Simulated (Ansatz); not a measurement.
# Moving the pressure in HfMo

The cell as given:

It takes space group Cmmm (No. 65, orthorhombic). The conventional cell has a = 3.342 Å, b = 4.945 Å, c = 4.447 Å, α = 90.00°, β = 90.00°, γ = 90.00°. Hf (site symmetry mmm) is surrounded by 4 Mo at 2.78 Å and 4 Hf at 2.98 Å. Around Mo (site symmetry mmm) lie 4 Hf at 2.78 Å and 4 Mo at 2.98 Å.

The cell comes from a database or a generator and needn't be the stable form of this composition.

Kept alike: task relaxation of cell and atoms; functional PBE; k mesh 10 × 10 × 6; occupations fermi-dirac, width 0.05 eV; no spin polarisation. Program: Ansatz, Ansatz PAW, cutoff 420 eV. The mesh is that of the run's cell of 2 atoms. No spin-orbit coupling.

| run | volume (Å³/atom) | first edge of the run's cell (Å) | third edge of the run's cell (Å) |
| --- | --- | --- | --- |
| A | 17.843 | 2.940 | 4.427 |
| B | 18.389 | 2.973 | 4.459 |
| C | 15.918 | 2.820 | 4.303 |
| D | 16.563 | 2.861 | 4.348 |
| E | 17.364 | 2.910 | 4.399 |
| F | 18.160 | 2.959 | 4.447 |

The relaxations keep at least the cell's symmetry (Cmmm). For a metal such a mesh leaves the last digits unconverged. The runs follow the start's structure, whether or not it is the stable one at these pressures. P is the pressure aimed at, which the runs meet within some hundredths to tenths of a GPa.

**Question.** The runs differ in the pressure alone: 0; 2; 5; 10; 20; 30 GPa. Which run is which?

**Answer.** Run A is 5 GPa; run B is 0 GPa; run C is 30 GPa; run D is 20 GPa; run E is 10 GPa; run F is 2 GPa. The volume falls from 18.389 to 15.918 Å³/atom between 0 and 30 GPa. The volume falls ever more slowly, since the solid stiffens under load. At the pressures aimed at, which the runs meet within some tenths of a GPa, the step from 0 to 5 GPa gives a mean bulk modulus near 166 GPa, the last step 252 GPa. The first edge of the run's cell falls from 2.973 to 2.820 Å between 0 and 30 GPa. The third edge of the run's cell falls from 4.459 to 4.303 Å between 0 and 30 GPa.
